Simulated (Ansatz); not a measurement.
The relaxed structure here is a generated cell of CsSnI3: the first start was made by placing the elements on the sites of a structure type, and the end was not matched to a known phase here, so it may be hypothetical. Known forms of CsSnI3 include space group No. 62, 221.

The end point of a relaxation of CsSnI3. Space group R-3c (No. 167). Method: PBEsol (plane waves to 420 eV, PAW, scalar-relativistic; Ansatz, a first-principles code).

Space group R-3c, hexagonal axes (No. 167); a = b = 8.724 Å, c = 20.742 Å, α = β = 90.00°, γ = 120.00°

```tsv
atom	site	symmetry	x	y	z
Cs	6a	32	0.0000	0.0000	0.2500
Sn	6b	-3.	0.0000	0.0000	0.0000
I	18e	.2	0.4453	0.4453	0.2500
```
(The calculation used a cell of 10 atoms; values per cell refer to that cell.)

Problem. Predict the band gap from PBEsol.

Solution. 0.41 eV, direct at Γ (no spin-orbit coupling).

No spin polarisation in the result. Without spin-orbit coupling the bands of the heavy element are not split, so the gap can be far off.

The run could not lose the symmetry of its start: the end is stationary, and may be a saddle point rather than a minimum.
